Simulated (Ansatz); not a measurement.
**Ni3Sn: computed property card**

Ni$_{3}$Sn:
```xyz
4
Lattice="0.0000 2.9232 2.9232 2.9232 0.0000 2.9232 2.9232 2.9232 0.0000" Properties=species:S:1:pos:R:3 pbc="T T T"
Ni     2.9232     2.9232     2.9232
Sn     0.0000     0.0000     0.0000
Ni     1.4616     1.4616     1.4616
Ni     4.3849     4.3849     4.3849
```

Space group Fm-3m (No. 225); conventional cell a = b = c = 5.8465 Å, α = β = γ = 90.00°.

Method: DFT-PBEsol in the program Ansatz with PAW potentials. Structure relaxed to zero pressure with the same functional. Other levels are named where they apply.

Cell and energy:

```json
{
 "volume_per_atom": "12.49 Å³",
 "density": "9.80 g/cm³",
 "Formation energy from the elements (no fitted shifts)": "-15 kJ/mol of atoms"
}
```

Electronic structure:

```json
{
  "electronic_character": "metallic (no gap)",
  "Density of states at the Fermi level": "0.67 states/eV per atom (mean over ±0.08 eV)",
  "Gap with spin–orbit coupling": "none (metallic)"
}
```

Magnetism:

```json
{
 "magnetic_order": "non-magnetic (starting moments vanished)"
}
```

Mechanics:

```json
{
  "Bulk modulus (Birch–Murnaghan fit)": "188 GPa",
  "Pressure derivative B′": "4.8",
  "Elastic constants (relaxed ions, GPa)": "C11 = 173, C12 = 195, C44 = 112",
  "mechanical_stability": "unstable (C has a negative eigenvalue)"
}
```

Charges:

```json
{
  "bader_charges": "Ni -0.22 to -0.09, Sn +0.52 e"
}
```

The workflow started from an entry of the Crystallography Open Database (COD), which files this formula under 3 space groups. Its standing as an ambient phase is unchecked. The cell was relaxed with PBEsol under the symmetry of its start. The workflow began spin-polarised and lost its moments. As this level gives no gap, shear constants depend on the k-mesh and smearing (Fermi–Dirac, 0.1 eV here). The references are the lowest solids computed at this level, not always the standard phases. Scalar-relativistic: spin–orbit coupling is off unless named, which matters more the heavier the elements.

Potentials: the later of the program's two PAW sets.
